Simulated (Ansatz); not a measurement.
An ordered 4-atom cell of Si₃Ge on the diamond lattice (P-4m2), relaxed with r2SCAN in Ansatz 0.2.0. It is tetragonal, P-4m2 (No. 115); a = 3.888 Å, c = 5.484 Å in the conventional setting, 20.72 Å³ an atom. Si has 2 Si at 2.36 Å and 2 Ge at 2.39 Å; Si has 4 Si at 2.36 Å; Ge has 4 Si at 2.39 Å.

The axes x, y and z are those of this cell:
```xyz
4
Lattice="3.8881 0.0000 0.0000 0.0000 3.8881 0.0000 0.0000 0.0000 5.4837" Properties=species:S:1:pos:R:3 pbc="T T T"
Si    1.9440    0.0000    4.1395
Si    1.9440    1.9440    0.0000
Si    0.0000    1.9440    1.3442
Ge    0.0000    0.0000    2.7418
```

Unstrained: With PBE the valence top lies at Γ and the conduction bottom at M, 0.381 eV higher; the smallest vertical gap, at Γ, is 0.634 eV. The r2SCAN gap is indirect, 0.569 eV (Γ to M), below the direct gap of 0.841 eV at Γ. With HSE06 the valence top lies at Γ and the conduction bottom at M, 0.950 eV higher; the smallest vertical gap, at Γ, is 1.222 eV. Meshes: PBE 6×6×6, r2SCAN 6×6×6, HSE06 4×4×4. Strains are changes of length per length. After each strain the atoms were relaxed again with r2SCAN within the symmetry that the strain leaves, so tilts or polar shifts that break it weren't tested; points keep the names that they have in the unstrained zone. All values are calculated for a non-magnetic cell, which may be hypothetical.

Q: Apply isotropic -3.45 % on every length. How far does the gap move, against the unstrained cell?

A: PBE: the gap goes from 0.381 to 0.145 eV (-0.236 eV); so small a gap is at the limit of these settings; with r2SCAN the top three valence levels at Γ, grouped 2+1 from the top over 26 meV, become 2+1 over 54 meV. r2SCAN: the gap goes from 0.569 to 0.337 eV (-0.232 eV). HSE06: the gap goes from 0.950 to 0.719 eV (-0.231 eV). The r2SCAN energy rises by 70.7 meV an atom.

Q: Estimate what epitaxial -0.76 % in the xy plane, free normal strain +0.55 % does to the gap.

A: PBE: the gap goes from 0.381 to 0.295 eV (-0.086 eV); with r2SCAN the top three valence levels at Γ, grouped 2+1 from the top over 26 meV, become 2+1 over 125 meV. r2SCAN: the gap goes from 0.569 to 0.478 eV (-0.091 eV). HSE06: the gap goes from 0.950 to 0.864 eV (-0.086 eV). The r2SCAN energy rises by 1.3 meV an atom.

Spin-orbit coupling is left out.

The meshes of the hybrids are coarse, so their gaps aren't converged to the digits shown.

The splittings at Γ are without spin-orbit coupling, which regroups them where it is of like size or larger.
